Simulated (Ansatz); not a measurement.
**How the functional moves the response of Lu (P6_3/mmc) (r²SCAN, PBEsol)**

```xyz
2
Lattice="3.5047 0.0000 0.0000 -1.7523 3.0351 0.0000 0.0000 0.0000 5.4648" Properties=species:S:1:pos:R:3 pbc="T T T"
Lu    0.0000    2.0234    1.3662
Lu    1.7523    1.0117    4.0986
```

This cell (29.07 Å³ an atom) was relaxed by PAW under r²SCAN, and each functional gets its own cell relaxed so. Quantity: elastic moduli (Hill averages, relaxed ions; θ_D from sound speeds over directions).

Runs: (1) r²SCAN, PAW on Ansatz 0.2.0's default frozen-core files (fitted under PBE), scalar-relativistic; k mesh 16×16×10, strains of ±0.005, Fermi-Dirac smearing of 0.080 eV, cutoff 500 eV. (2) PBEsol, PAW on Ansatz 0.2.0's default frozen-core files (fitted under PBE), scalar-relativistic; k mesh 16×16×10, strains of ±0.005, Fermi-Dirac smearing of 0.100 eV, cutoff 420 eV.

Under r²SCAN: B = 46.4 GPa, G = 30.2 GPa, C11 = 91.6 GPa, C33 = 88.9 GPa, C44 = 28.0 GPa, ν = 0.233, θ_D = 186 K.

Task: Which way does PBEsol move the volume, and by how much?

Result: a = 3.443, c = 5.368 Å, 27.56 Å³ an atom: 5.2 % smaller.

Task: What does PBEsol give for these quantities?

Result: 

```
quantity    r²SCAN    PBEsol  change
       B  46.4 GPa  49.4 GPa    +7 %
       G  30.2 GPa  34.7 GPa   +15 %
     C11  91.6 GPa  97.2 GPa    +6 %
     C33  88.9 GPa  99.1 GPa   +11 %
     C44  28.0 GPa  33.6 GPa   +20 %
       ν     0.233     0.215    -8 %
     θ_D     186 K     198 K    +6 %
```

Limits of these numbers: frozen-core PAW files fitted under PBE, their cores solved anew for the functional of the run; responses of metals move with mesh and smearing; elastic stability says nothing of phonons or of other phases.
